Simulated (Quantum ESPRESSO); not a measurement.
Band energies of SnSe monolayer

```
CELL_PARAMETERS angstrom
      4.22100     0.00000     0.00000
      0.00000     4.22630     0.00000
      0.00000     0.00000    16.10000
ATOMIC_POSITIONS crystal
  Se 0.94388 0.00000 0.91608
  Se 0.44388 0.50000 0.08392
  Sn 0.94185 0.00000 0.08309
  Sn 0.44185 0.50000 0.91691
```

PBEsol (Quantum ESPRESSO, PseudoDojo norm-conserving, 86 Ry, no spin-orbit coupling); path ΓXSYΓS; energies in eV from the valence-band maximum.

| k (1/Å) | point | band 26 | band 27 | band 28 | band 29 | band 30 | band 31 | band 32 | band 33 |
|---|---|---|---|---|---|---|---|---|---|
| 0.00 | Γ | -3.57 | -3.56 | -2.32 | -2.30 | -0.97 | 1.30 | 3.19 | 4.20 |
| 0.37 |  | -3.08 | -2.76 | -1.98 | -1.16 | -1.00 | 1.45 | 1.98 | 2.46 |
| 0.74 | X | -2.85 | -2.01 | -2.01 | -0.48 | -0.48 | 1.09 | 1.09 | 1.61 |
| 1.06 |  | -3.80 | -2.77 | -2.77 | -1.68 | -1.68 | 2.13 | 2.13 | 3.01 |
| 1.38 |  | -5.26 | -3.79 | -3.79 | -2.18 | -2.18 | 3.10 | 3.10 | 4.25 |
| 1.49 | S | -5.43 | -3.92 | -3.92 | -2.18 | -2.18 | 3.19 | 3.19 | 4.14 |
| 1.70 |  | -4.88 | -3.44 | -3.44 | -2.18 | -2.18 | 2.89 | 2.89 | 4.45 |
| 2.02 |  | -3.19 | -2.66 | -2.66 | -1.03 | -1.03 | 1.42 | 1.42 | 2.65 |
| 2.23 | Y | -2.85 | -2.00 | -2.00 | -0.47 | -0.47 | 1.10 | 1.10 | 1.62 |
| 2.34 |  | -2.59 | -2.29 | -1.82 | -0.91 | -0.02 | 0.63 | 1.51 | 1.70 |
| 2.66 |  | -3.20 | -2.91 | -2.05 | -1.26 | -1.11 | 1.38 | 2.37 | 2.80 |
| 2.98 | Γ | -3.57 | -3.56 | -2.32 | -2.30 | -0.97 | 1.30 | 3.19 | 4.20 |
| 3.24 |  | -3.83 | -2.60 | -2.57 | -1.18 | -1.00 | 1.35 | 2.22 | 3.45 |
| 3.50 |  | -3.46 | -3.21 | -2.01 | -1.51 | -0.46 | 1.18 | 2.00 | 2.06 |
| 3.76 |  | -4.17 | -3.73 | -2.89 | -2.46 | -1.84 | 2.44 | 3.19 | 3.74 |
| 4.03 | S | -5.43 | -3.92 | -3.92 | -2.18 | -2.18 | 3.19 | 3.19 | 4.14 |

The PBEsol gap is direct, 0.60 eV at 83 % of the way from Γ to X. The valence-band maximum lies 4.11 eV below the vacuum level.

Spin-orbit splittings are left out.

Geometry relaxed with PBEsol.

This is a model layer cut from the bulk structure; whether it is stable on its own was not checked.

Letters of k points follow the standard setting of the lattice, whose axes may be ordered differently from the printed cell.
